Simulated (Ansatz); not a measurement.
Co₂N:
```
Co2N
1.0
    2.79543     0.00000     0.00000
   -1.39771     2.42091     0.00000
    0.00000     0.00000     4.13292
N Co
1 2
Cartesian
  0.00000   0.00000   0.00000
  0.00000   1.61394   0.99947
  1.39771   0.80697   3.13345
```

Relaxed with PBE. Special points in fractions of this cell's reciprocal vectors: Γ (0.000, 0.000, 0.000); M (0.500, 0.000, 0.000); K (0.333, 0.333, 0.000); A (0.000, 0.000, 0.500); L (0.500, 0.000, 0.500); H (0.333, 0.333, 0.500).

Task: List the band energies nearest the Fermi level at these points for PBE in the plane-wave PAW code Ansatz.

Result: In eV from the Fermi level; about four levels below and three above (degenerate sets whole), none deeper than 8.9 eV; … stands for higher levels left out; points with the same levels are listed once.

```tsv
k	below	above
Γ	-1.71 -1.71 -1.56 -0.79 -0.79	0.40 2.89 2.89
M	-0.60 -0.14 -0.07 0.00	0.44 1.15 5.20
K	-0.47 -0.47 -0.34 -0.22 -0.22	0.22 1.66 …
A	-1.03 -1.03 -0.58 -0.58	1.95 2.36 2.36
L	-0.78 -0.57 -0.47 -0.17	0.07 2.25 3.59
H	-2.14 -1.48 -1.10 -1.10	0.30 0.30 0.86
```

Space group P-3m1 (anti-CdI2 type). The cell is a constructed one: a structure type filled with these elements; neither database checked (COD, Materials Project) lists it. COD files the formula under space group No. 58. Whether it is the stable phase at ambient conditions was not checked. Symmetry was held in the PBE relaxation; whether a distortion lowers the energy is not shown. The workflow began spin-polarised and lost its moments.

Potentials: the earlier of the program's two PAW sets.
